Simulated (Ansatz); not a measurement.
**From the elastic tensor of Si5GeC6 to moduli and sound speeds**

All numbers below come from Ansatz, DFT PBE, scalar-relativistic, plane waves, PAW. Cutoff 420 eV, 12×12×2 k-points (Γ-centred), fixed occupations. No spin polarisation.

Space group P3m1 (No. 156), trigonal, a = 3.124 Å, c = 15.309 Å. Around Si on its first site lie 4 C at 1.90–1.91 Å; Si on its second site is surrounded by 4 C at 1.90–1.91 Å; around Si on its third site lie 4 C at 1.90–1.91 Å; Si on its fourth site has 4 C at 1.90–1.91 Å; around Ge lie 4 C at 1.94–2.00 Å; C on its first site has 4 Si at 1.90–1.91 Å; 6 more sites not described.

The structure comes from a generated guess, relaxed at this level; another structure or a mixture of phases may lie lower.

Relaxed-ion constants (GPa, on the Cartesian axes of the calculation):
C11 = 475.2, C12 = 88.4, C13 = 53.1, C14 = 48.8, C22 = 475.2, C23 = 53.1, C24 = -48.8, C33 = 510.8, C44 = 157.7, C55 = 157.7, C56 = 48.8, C66 = 193.4 GPa; the others vanish.

Density 3.660 g/cm³; 12 atoms in 129.36 Å³.

With S = C⁻¹: B_V = (C11+C22+C33+2(C12+C13+C23))/9, G_V = (C11+C22+C33−C12−C13−C23+3(C44+C55+C66))/15, 1/B_R = S11+S22+S33+2(S12+S13+S23), 15/G_R = 4(S11+S22+S33−S12−S13−S23)+3(S44+S55+S66); Hill is their mean. Then v_l = √((B+4G/3)/ρ), v_t = √(G/ρ), v_m = [(2/v_t³+1/v_l³)/3]^(−1/3) and Θ = (ħ/k_B)·v_m·(6π²n/V)^(1/3) for n atoms in the volume V; E = 9BG/(3B+G), ν = (3B−2G)/(2(3B+G)) and A^U = 5G_V/G_R + B_V/B_R − 6.

```
Bulk modulus, Voigt / Reuss / Hill          : 205.6 / 205.6 / 205.6 GPa
Shear modulus, Voigt / Reuss / Hill         : 186.2 / 170.4 / 178.3 GPa
Young's modulus                             : 415 GPa
Poisson ratio                               : 0.164
Pugh ratio B/G                              : 1.15 (under 1.75, the rule of thumb for brittle)
Universal anisotropy index                  : 0.46
Longitudinal and transverse sound speeds    : 11006 and 6980 m/s
Debye temperature from the mean sound speed : 1035 K
```
